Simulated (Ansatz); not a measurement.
Question: Name crystals whose computed values (plane-wave PAW PBEsol (Ansatz code)) fall in these windows: B₀ by P(V) fit (GPa) 2.6 to 3.4; G_Hill (GPa) 0.86 to 1.1; Θ_D (K) 52 to 62.

Answer: 

```json
[
 {"crystal": "Rb, bcc (W type)", "B₀ by P(V) fit (GPa)": "2.9", "G_Hill (GPa)": "0.9", "Θ_D (K)": "57.2"}
]
```
Others may fit too.

The cell was relaxed under the symmetry of its start. Spin–orbit coupling is left out wherever it is not named.

Potentials: the later of the program's two PAW sets.
